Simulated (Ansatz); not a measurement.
Input file of a DFT run on LuP with Ansatz:

```yaml
crystal:
  lattice:
    - [0.0, 2.7691987628, 2.7691987628]
    - [2.7691987628, 0.0, 2.7691987628]
    - [2.7691987628, 2.7691987628, 0.0]
  atoms:
    - { symbol: Lu, position: [0.5, 0.5, 0.5] }
    - { symbol: P, position: [0.0, 0.0, 0.0] }
basis:
  ecutwfc: 420
  ecutrho_ratio: 4
kpoints:
  mp_grid: { grid: [10, 10, 10] }
hamiltonian:
  xc: pbesol
scf:
  occupations: { method: gaussian, width: 0.05 }
output:
  forces: true
  stress: true
  eigenvalues: true
```

The cell was built from a prototype; rock salt is the usual structure of such lanthanide and actinide compounds.

Output, machine lines left out:

```
Pseudopotentials: kind: paw
Pseudopotential: Lu, paw, valence charge 25, recommended cutoff 420 eV (normal), Lu.paw.azcp
Pseudopotential: P, paw, valence charge 5, recommended cutoff 420 eV (normal), P.paw.azcp
Crystal: 2 atoms, lattice volume = 42.471 Å³
Basis set: ecut = 420 eV, 869 PW (Γ), exchange–correlation on 54×54×54 points (8 copies of the dense FFT grid, shifted against one another)
Bands: 19, of which v1, the nominal top of the filled ones, is band 15 counted from 1 (14 counted from 0)
Symmetry: 48 space group operations
Space group: Fm-3m (ITA 225), of the structure as read, at distance tolerance 3.5e-5 Å
k-points: 47 of 1000
Initial density: superposition of atomic densities (neutral atoms: chi_scale 0, normalization atom), corrected by the library's trained network
Initial wavefunctions: pseudopotential atomic-orbital guess
Functional: x = pbesol(κ = 0.804, μ = 0.12346), c = pbesol(β = 0.046)
```

```
SCF iter   1: F=—  HF=-15354.717289 eV  |F-HF|=—  |Δ(HF+E_count)|=         —  Δρ=3.54e-3  dr2=9.50e-3
SCF iter   2: F=—  HF=-15354.713590 eV  |F-HF|=—  |Δ(HF+E_count)|=   3.70e-3  Δρ=1.06e-3  dr2=5.81e-4
SCF iter   3: F=—  HF=-15354.713448 eV  |F-HF|=—  |Δ(HF+E_count)|=   1.42e-4  Δρ=4.97e-4  dr2=4.57e-5
SCF iter   4: F=—  HF=-15354.713483 eV  |F-HF|=—  |Δ(HF+E_count)|=   3.46e-5  Δρ=2.51e-4  dr2=2.09e-5
SCF iter   5: F=—  HF=-15354.713458 eV  |F-HF|=—  |Δ(HF+E_count)|=   2.45e-5  Δρ=3.12e-5  dr2=5.37e-7
SCF iter   6: F=-15354.713458 eV  HF=-15354.713458 eV  |F-HF|=3.40e-9  |Δ(HF+E_count)|=   2.13e-7  Δρ=5.66e-6  dr2=9.20e-9
```

```
SCF 1 converged in 6 iterations: F = -15354.713458 eV  dr2 = 9.20e-9
SCF converged after 6 iterations
Free energy (F): -15354.713458 eV
E sigma→0 (E₀):  -15354.713221 eV
Entropy (-TS):   -0.000475 eV (-0.237 meV/atom)
Fermi energy:    12.326441 eV
--- Per-component energies (eV) ---
  E_band       = 3.632570
  E_kinetic    = 490.255150
  E_local      = -7165.652541  (includes V_loc(G=0)·N_el)
  E_nonlocal   = 614.912638
  E_hartree    = 3020.584885
  E_xc         = -278.916709
  E_vxc        = -320.053430  (∫ρ·V_xc dr)
  E_paw        = -7808.818297  (= ΣΔE_a)
  E_vpaw       = 342.999592  (= ΣTr[D̂ρ^β])
  E_aug_tail   = 0.000036  (compensation charges beyond the density's cutoff)
  E_ewald      = -4228.316410
  E_core_change = 1.238264  (= ΣΔE_core)
  E_smearing   = -0.000475  (= −TS)
--- Forces (eV/Å), atoms counted from 1 ---
  atom   1  Lu     0.00000000     0.00000000     0.00000000
  atom   2  P      0.00000000     0.00000000     0.00000000
--- Stress (GPa, compression-positive) ---
       -4.280334       0.000000       0.000000
        0.000000      -4.280334       0.000000
        0.000000       0.000000      -4.280334
  P = ⅓ Tr σ = -4.2803 GPa (-42.803 kbar)
--- Band table (eV; the first three rows and the last of 47) ---
  k-point 0: bands = ["-43.3690", "-14.0077", "-14.0077", "-14.0077", "1.2571", "7.7642", "7.7642", "7.7642", "7.8127", "7.8677", "7.8677", "7.8677", "12.8872", "12.8872", "12.8872", "13.8666", "13.8666", "13.8666", "14.7122"]
  k-point 1: bands = ["-43.3685", "-14.0252", "-14.0095", "-14.0095", "1.3969", "7.7589", "7.7702", "7.7702", "7.8149", "7.8636", "7.8636", "7.8679", "11.8698", "12.2764", "12.2764", "14.1204", "14.1204", "14.2355", "15.4427"]
  k-point 2: bands = ["-43.3672", "-14.0706", "-14.0145", "-14.0145", "1.7934", "7.7429", "7.7875", "7.7875", "7.8209", "7.8533", "7.8533", "7.8683", "10.3611", "11.4276", "11.4276", "14.5026", "14.6498", "14.6498", "16.8521"]
  k-point 46: bands = ["-43.3621", "-14.1282", "-14.1002", "-14.0731", "3.0238", "7.7839", "7.8101", "7.8261", "7.8435", "7.8452", "7.8522", "7.8639", "9.4326", "9.8103", "9.8649", "14.6104", "15.8097", "16.3118", "17.9624"]
```

In short (PBEsol): pressure -4.3 GPa, gap on the mesh zero (metallic).

These numbers lack spin–orbit coupling.
